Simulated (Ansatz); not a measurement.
# Counting bonds and constraints in disordered Si$_{9}$C$_{3}$N$_{8}$

A cell of 20 atoms, a random packing after short dynamics, relaxed. The calculation used Ansatz 0.2.0, DFT PBE, scalar-relativistic, plane waves, PAW.

Settings: cutoff 420 eV, Γ-centred mesh 5×6×6 on the computed 20-atom cell, Gaussian smearing of 0.02 eV; no spin polarisation.

```yaml
crystal:
  lattice:
    - [6.82283, 0.14868, -0.33558]
    - [0.12382, 6.10730, 0.02064]
    - [-0.32955, 0.01328, 5.79705]
  atoms:
    - { symbol: Si, position: [0.65692, 0.49932, 0.89741] }
    - { symbol: Si, position: [0.66900, 0.81576, 0.36915] }
    - { symbol: Si, position: [0.14311, 0.97823, 0.82302] }
    - { symbol: Si, position: [0.28587, 0.12568, 0.21898] }
    - { symbol: Si, position: [0.34839, 0.60744, 0.09497] }
    - { symbol: Si, position: [0.33679, 0.57533, 0.59188] }
    - { symbol: Si, position: [0.61496, 0.31498, 0.43172] }
    - { symbol: Si, position: [0.90612, 0.40176, 0.26277] }
    - { symbol: Si, position: [0.00781, 0.87138, 0.33579] }
    - { symbol: C, position: [0.17419, 0.83685, 0.10366] }
    - { symbol: C, position: [0.37204, 0.40159, 0.85629] }
    - { symbol: C, position: [0.77729, 0.23947, 0.73428] }
    - { symbol: N, position: [0.29399, 0.19332, 0.91796] }
    - { symbol: N, position: [0.35419, 0.42368, 0.33242] }
    - { symbol: N, position: [0.04619, 0.16151, 0.32028] }
    - { symbol: N, position: [0.16836, 0.79736, 0.59211] }
    - { symbol: N, position: [0.59957, 0.63411, 0.60353] }
    - { symbol: N, position: [0.51790, 0.05474, 0.37542] }
    - { symbol: N, position: [0.90285, 0.09258, 0.76102] }
    - { symbol: N, position: [0.58754, 0.70099, 0.10076] }
```

Pairs within 1.2 times the summed covalent radii count as bonded, except two cations (other than C and H) that share an anion, which edge-sharing polyhedra bring close without a bond.

**Question.** Compare coordinations with the usual valences, and count constraints.

**Answer.**
```json
{"element": "C", "usual valence": "4", "atoms × bonds found": "1×3, 2×4"}
{"element": "N", "usual valence": "3", "atoms × bonds found": "1×2, 6×3, 1×4"}
{"element": "Si", "usual valence": "4", "atoms × bonds found": "1×3, 6×4, 2×5"}
```

14 of 20 atoms have their usual valence (8 − N for groups 14 to 17, three for boron, one for hydrogen), 3 have more bonds and 3 fewer. The mean coordination is 3.60 against 3.60 by the rule. 8 % of the bonds join like atoms. Each atom with r bonds brings r/2 stretching and 2r − 3 bending constraints (no bending for r = 1): 6.00 per atom against 3 degrees of freedom, so by Maxwell counting the network is stressed rigid: without a crystal's symmetry not all bonds and angles can be satisfied, which shows as spread in angles. In carbon and in B–N networks three bonds with π bonding are a full valence too.

The final mesh leaves forces up to 0.16 eV/Å and stresses up to 0.4 GPa: the relaxation ran on a coarser mesh, so the cell's shape, its bonds and its energy belong partly to that mesh.

Cost: 6 runs of about 37 core-minutes in all (earlier runs that led there not counted), on Arm Neoverse V1 (shared hosts).